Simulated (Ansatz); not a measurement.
Method: DFT PBE, scalar-relativistic, plane waves, PAW in Ansatz. All cells share a 420 eV cutoff and Γ-centred k meshes spaced at most about 0.3 Å⁻¹ (about 0.25 or finer for metals, 2π included). No spin polarisation in the final relaxations.

These are static total energies at zero pressure. All come from trial cells, and lower structures may exist.

Question: These unrelaxed guesses for MoRu2 are each relaxed within their symmetry. Order them by the energy at which they end, lowest first.
A.

```
Mo Ru
1.0
     3.10872    0.00000    0.00000
    -1.55436    2.69223    0.00000
     0.00000    0.00000   10.68927
Mo Ru
2 4
Cartesian
  0.0000 1.7948 8.9077
  0.0000 1.7948 1.7815
  0.0000 1.7948 5.3446
  1.5544 0.8974 0.0000
  1.5544 0.8974 3.5631
  1.5544 0.8974 7.1262
```

B.

```
Mo Ru
1.0
     4.56096    0.00000    0.00000
    -2.28048    3.94991    0.00000
     0.00000    0.00000    4.96591
Mo Ru
2 4
Direct
  0.66667 0.33333 0.00000
  0.33333 0.66667 0.00000
  0.00000 0.00000 0.00000
  0.00000 0.33333 0.50000
  0.66667 0.66667 0.50000
  0.33333 0.00000 0.50000
```

Answer: B (ends in P-62m, 0 meV/atom), A (ends in P-6m2, 44 meV/atom).

Cells relaxed within their symmetry can be saddle points. Some candidate types were left out of the draw beforehand, so a known form may be missing.
